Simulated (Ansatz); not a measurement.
Formation energies in the Mg–Pd system, lowest calculated structure of each composition. Level of theory: PBEsol (plane waves to 420 eV, PAW, scalar-relativistic; Ansatz, a program for electronic structure). Element references, the lowest calculated here: Mg (P6₃/mmc), Pd (Fm-3m).

```csv
phase,x(Pd),space group,E_f (eV/atom)
Mg,0.000,P6₃/mmc,0.00
Mg2Pd,0.333,Fm-3m,-0.37
MgPd,0.500,Pm-3m,-0.70
Pd,1.000,Fm-3m,0.00
```

Problem. Construct the convex hull: which compounds lie on it, and how far above it are the others?

Solution. For Mg2Pd a lower structure may exist, so the energies are upper bounds and are not judged. On the hull: MgPd. Mg2Pd 0.10 eV/atom above.

This is the hull of the energies calculated here, no anion corrections; phases that were not calculated are missing from it. Values are rounded to 0.01 eV/atom. Not shown to be the ambient phase of their composition (a lower form may be missing, and a cell relaxed within its start's symmetry can be a saddle point): Mg2Pd (Fm-3m). The compounds carry no spin polarisation.
